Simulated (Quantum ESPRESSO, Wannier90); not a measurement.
**Tight-binding from DFT: ZnSnP$_{2}$ (chalcopyrite)**

Materials Project entry mp-4175; symmetrised, unrelaxed at this level. Not found in the COD (Crystallography Open Database) copy used; not checked further. Level: PBEsol, no spin polarisation, no spin-orbit coupling; pw.x of Quantum ESPRESSO at 68 Ry with PseudoDojo potentials, 4×4×4 k-points, Wannier90. Density: 6×6×6 mesh, Gaussian smearing 0.01 Ry. Spin-orbit coupling is left out although heavy elements are present.

On the energy scale of pw.x, whose zero is arbitrary, the valence-band maximum lies at 7.94 eV.

Input w.win:

```
num_bands = 26
num_wann = 26
exclude_bands = 1-18,45-79
num_iter = 1000
conv_tol = 1.0e-4
conv_window = 4
write_hr = true
write_u_matrices = true
begin projections
f=-0.4463,0.0622,-0.4599:s
f=0.3262,-0.2143,-0.4682:s
f=-0.2098,-0.1043,-0.1267:s
f=-0.0535,-0.2788,-0.3648:s
f=-0.1787,-0.4743,0.4319:s
f=-0.0342,-0.0951,-0.0477:s
f=0.1203,0.4042,-0.1934:s
f=0.2297,-0.3874,0.0134:s
f=-0.1554,0.1657,-0.1739:s
f=-0.0658,-0.2822,-0.1900:s
f=-0.3317,0.4877,-0.2926:s
f=0.1303,-0.3445,0.0759:s
f=0.1269,0.0527,-0.4371:s
f=0.3168,0.0417,0.1887:s
f=-0.1686,-0.2352,0.3698:s
f=0.2869,-0.2669,0.3046:s
f=0.0501,-0.3875,0.0305:s
f=0.4907,-0.1356,-0.4662:s
f=-0.4693,-0.3824,-0.0411:s
f=-0.2772,-0.0248,0.1239:s
f=0.3407,0.4946,-0.1222:s
f=-0.0752,0.1493,0.1285:s
f=-0.3290,-0.3426,-0.1796:s
f=0.2784,0.1921,0.0243:s
f=0.4970,0.2957,-0.2142:s
f=0.1196,-0.4835,0.2770:s
end projections
begin unit_cell_cart
ang
    5.6475000000    0.0000000000    0.0000000000
    0.0000000000    5.6475000000    0.0000000000
   -2.8237500000   -2.8237500000    5.6621700000
end unit_cell_cart
begin atoms_frac
Zn   0.2500000000 -0.2500000000  0.5000000000
Zn   0.0000000000  0.0000000000  0.0000000000
Sn  -0.2500000000  0.2500000000  0.5000000000
Sn   0.5000000000  0.5000000000  0.0000000000
P    0.3536200000  0.3750000000  0.2500000000
P    0.1250000000 -0.3536200000 -0.2500000000
P   -0.1036200000 -0.1250000000  0.2500000000
P   -0.3750000000  0.1036200000 -0.2500000000
end atoms_frac
mp_grid = 4 4 4
begin kpoints
0.0000000000 0.0000000000 0.0000000000
0.0000000000 0.0000000000 0.2500000000
0.0000000000 0.0000000000 0.5000000000
... (61 more lines: the 4x4x4 mesh through Gamma)
end kpoints
```

Input of pw2wannier90.x that gives the overlap and projection files (equivalent; here they were cut from one run over all bands):

```
&inputpp
  outdir = './out'
  prefix = 'pwscf'
  seedname = 'w'
  write_amn = .true.
  write_mmn = .true.
/
```

Output w.wout (banner and timings cut):

```
                                    ------
                                    SYSTEM
                                    ------

                              Lattice Vectors (Ang)
                    a_1     5.647500   0.000000   0.000000
                    a_2     0.000000   5.647500   0.000000
                    a_3    -2.823750  -2.823750   5.662170

                   Unit Cell Volume:     180.59070  (Ang^3)

                        Reciprocal-Space Vectors (Ang^-1)
                    b_1     1.112560  -0.000000   0.554839
                    b_2    -0.000000   1.112560   0.554839
                    b_3     0.000000   0.000000   1.109678

 *----------------------------------------------------------------------------*
 |   Site       Fractional Coordinate          Cartesian Coordinate (Ang)     |
 +----------------------------------------------------------------------------+
 | zn   1   0.25000  -0.25000   0.50000   |    0.00000  -2.82375   2.83108    |
 | zn   2   0.00000   0.00000   0.00000   |    0.00000   0.00000   0.00000    |
 | sn   1  -0.25000   0.25000   0.50000   |   -2.82375   0.00000   2.83108    |
 | sn   2   0.50000   0.50000   0.00000   |    2.82375   2.82375   0.00000    |
 | p    1   0.35362   0.37500   0.25000   |    1.29113   1.41187   1.41554    |
 | p    2   0.12500  -0.35362  -0.25000   |    1.41187  -1.29113  -1.41554    |
 | p    3  -0.10362  -0.12500   0.25000   |   -1.29113  -1.41187   1.41554    |
 | p    4  -0.37500   0.10362  -0.25000   |   -1.41187   1.29113  -1.41554    |
 *----------------------------------------------------------------------------*
                                ------------
                                K-POINT GRID
                                ------------

             Grid size =  4 x  4 x  4      Total points =   64

 *---------------------------------- MAIN ------------------------------------*
 |  Number of Wannier Functions               :                26             |
 |  Number of Objective Wannier Functions     :                26             |
 |  Number of input Bloch states              :                26             |
 |  Output verbosity (1=low, 5=high)          :                 1             |
 |  Timing Level (1=low, 5=high)              :                 1             |
 |  Optimisation (0=memory, 3=speed)          :                 3             |
 |  Length Unit                               :               Ang             |
 |  Post-processing setup (write *.nnkp)      :                 F             |
 |  Using Gamma-only branch of algorithms     :                 F             |
 *----------------------------------------------------------------------------*
 *------------------------------- WANNIERISE ---------------------------------*
 |  Total number of iterations                :              1000             |
 |  Number of CG steps before reset           :                 5             |
 |  Trial step length for line search         :             2.000             |
 |  Convergence tolerence                     :         0.100E-03             |
 |  Convergence window                        :                 4             |
 |  Iterations between writing output         :                 1             |
 |  Iterations between backing up to disk     :               100             |
 |  Write r^2_nm to file                      :                 F             |
 |  Write xyz WF centres to file              :                 F             |
 |  Write on-site energies <0n|H|0n> to file  :                 F             |
 |  Use guiding centre to control phases      :                 F             |
 |  Use phases for initial projections        :                 F             |
 *----------------------------------------------------------------------------*
 *-------------------------------- PLOTTING ----------------------------------*
 |  Plotting Hamiltonian in WF basis          :                 T             |
 *----------------------------------------------------------------------------*

       ... (k-mesh section left out)

 Starting a new Wannier90 calculation ...

 Reading overlaps from w.mmn

 Reading projections from w.amn

 *------------------------------- WANNIERISE ---------------------------------*
 +--------------------------------------------------------------------+<-- CONV
 | Iter  Delta Spread     RMS Gradient      Spread (Ang^2)            |<-- CONV
 +--------------------------------------------------------------------+<-- CONV

 ------------------------------------------------------------------------------
 Initial State
  WF centre and spread    1  ( -1.058004,  1.691476, -2.155002 )     5.74195200
  WF centre and spread    2  (  2.967501, -0.027997, -2.103233 )     7.84430064
  WF centre and spread    3  ( -0.568971,  0.292346, -0.491444 )     4.49756977
  WF centre and spread    4  (  1.461038, -0.706101, -1.791425 )     5.96767485
  WF centre and spread    5  ( -3.004652, -4.486944,  2.477689 )     7.30904338
  WF centre and spread    6  (  0.086194, -0.065403, -0.043974 )     6.02870814
  WF centre and spread    7  (  0.811451,  3.532140, -2.011011 )     8.18843137
  WF centre and spread    8  (  1.083906, -1.762530, -0.120820 )    12.72615839
  WF centre and spread    9  ( -0.631733,  0.957297, -0.849587 )     3.74464418
  WF centre and spread   10  (  0.879530, -1.014968, -0.878320 )     9.53716399
  WF centre and spread   11  ( -0.692869,  2.961495, -2.629589 )    11.31378983
  WF centre and spread   12  ( -0.060192, -0.523188,  0.676217 )    26.66176760
  WF centre and spread   13  (  2.184759,  0.893240, -3.212904 )     4.93876412
  WF centre and spread   14  (  1.031646,  0.598130,  1.053704 )     5.66163182
  WF centre and spread   15  ( -1.346507, -2.022976,  1.737044 )     5.33164954
  WF centre and spread   16  (  0.302770, -2.832279,  2.315484 )     3.53563087
  WF centre and spread   17  ( -0.841259, -1.471177,  0.448656 )    19.61340375
  WF centre and spread   18  (  3.336015,  0.384326, -2.350517 )     5.16619029
  WF centre and spread   19  ( -1.581509, -1.886637,  0.896948 )     9.17418468
  WF centre and spread   20  ( -1.490724, -0.772921,  1.332841 )     4.90794636
  WF centre and spread   21  (  1.999555,  4.052828, -0.492385 )    11.76667955
  WF centre and spread   22  ( -0.235225,  0.077033,  0.365045 )     3.68359513
  WF centre and spread   23  ( -1.762700, -0.567784, -1.472152 )    15.67572735
  WF centre and spread   24  (  1.359909,  1.350748,  0.594380 )     4.13739054
  WF centre and spread   25  (  3.501535,  1.984797, -0.910854 )     4.05357321
  WF centre and spread   26  (  0.496754, -3.572987,  2.014246 )     3.81756162
  Sum of centres and spreads (  8.228218, -2.938040, -7.600963 )   211.02513299

      0     0.211E+03     0.0000000000      211.0251329857  <-- CONV
        O_D=     15.4525516 O_OD=    161.3788779 O_TOT=    211.0251330 <-- SPRD
 ------------------------------------------------------------------------------
      1    -0.222E+01    23.0247216064      208.8081386512  <-- CONV
        O_D=     13.9029406 O_OD=    160.7114946 O_TOT=    208.8081387 <-- SPRD
      2    -0.220E+02    10.5914164659      186.8551530896  <-- CONV
        O_D=     10.7783700 O_OD=    141.8830796 O_TOT=    186.8551531 <-- SPRD
      3    -0.151E+02    13.4447035321      171.7334161653  <-- CONV
        O_D=      6.9562536 O_OD=    130.5834591 O_TOT=    171.7334162 <-- SPRD
      4    -0.278E+02     7.9711009536      143.9033880136  <-- CONV
        O_D=      6.1731420 O_OD=    103.5365426 O_TOT=    143.9033880 <-- SPRD
      5    -0.750E+01     7.7582276367      136.4055356185  <-- CONV
        O_D=      6.6135422 O_OD=     95.5982899 O_TOT=    136.4055356 <-- SPRD
       ... (lines left out)
    100    -0.683E+00     1.3284498567       44.1236451857  <-- CONV
        O_D=      0.0587948 O_OD=      9.8711469 O_TOT=     44.1236452 <-- SPRD
       ... (lines left out)
    143    -0.570E-04     0.0107610362       37.6734077740  <-- CONV
        O_D=      0.0021064 O_OD=      3.4775979 O_TOT=     37.6734078 <-- SPRD
    144    -0.409E-04     0.0087088896       37.6733668354  <-- CONV
        O_D=      0.0021077 O_OD=      3.4775556 O_TOT=     37.6733668 <-- SPRD
    145    -0.279E-04     0.0101671122       37.6733389323  <-- CONV
        O_D=      0.0021048 O_OD=      3.4775307 O_TOT=     37.6733389 <-- SPRD
             <<<     Delta < 1.000E-04  over  4 iterations     >>>
             <<< Wannierisation convergence criteria satisfied >>>
 Final State
  WF centre and spread    1  (  0.930915,  1.882714,  1.875554 )     2.06152639
  WF centre and spread    2  (  1.882759, -0.930905, -1.875541 )     2.06078870
  WF centre and spread    3  ( -1.989137,  1.973774, -0.828336 )     2.10055716
  WF centre and spread    4  (  0.006731, -0.007484, -0.011501 )     0.43886980
  WF centre and spread    5  ( -0.015699, -2.824221,  2.826373 )     0.43556580
  WF centre and spread    6  ( -0.010491, -0.013806,  0.008284 )     0.43797797
  WF centre and spread    7  (  0.834627,  3.673722, -2.002764 )     2.10057862
  WF centre and spread    8  ( -0.941004,  0.930892, -0.955571 )     2.06109453
  WF centre and spread    9  ( -0.010574, -0.002086, -0.005451 )     0.43953660
  WF centre and spread   10  ( -1.882715,  0.930900, -1.875540 )     2.06131592
  WF centre and spread   11  (  1.973783,  0.834634,  2.002750 )     2.10066037
  WF centre and spread   12  ( -1.973866, -0.834698,  2.002697 )     2.10081578
  WF centre and spread   13  (  2.832350, -0.006475, -2.837065 )     0.43172693
  WF centre and spread   14  (  1.973769,  1.989143,  0.828327 )     2.10052959
  WF centre and spread   15  (  0.015726,  0.007516,  0.003887 )     0.43816830
  WF centre and spread   16  ( -0.001429,  0.015891,  0.004785 )     0.43519314
  WF centre and spread   17  ( -0.932196, -0.940822,  0.954877 )     2.06280636
  WF centre and spread   18  ( -0.834616,  1.973778, -2.002754 )     2.10060670
  WF centre and spread   19  ( -1.973656, -1.990008,  0.829060 )     2.10023877
  WF centre and spread   20  ( -0.929564, -1.881788,  1.875528 )     2.05946579
  WF centre and spread   21  (  0.941033,  4.716555, -0.955502 )     2.06111886
  WF centre and spread   22  ( -3.658339, -1.973777, -0.828350 )     2.10056358
  WF centre and spread   23  ( -2.822331,  0.002047, -2.814836 )     0.45779354
  WF centre and spread   24  (  0.930919,  0.940977,  0.955569 )     2.06117197
  WF centre and spread   25  (  2.822542, -0.000673, -2.843663 )     0.44495724
  WF centre and spread   26  (  0.006773, -2.818203,  2.838066 )     0.41971051
  Sum of centres and spreads ( -2.823692,  5.647598, -2.831119 )    37.67333893

         Spreads (Ang^2)       Omega I      =    34.193703459
        ================       Omega D      =     0.002104759
                               Omega OD     =     3.477530714
    Final Spread (Ang^2)       Omega Total  =    37.673338932
```
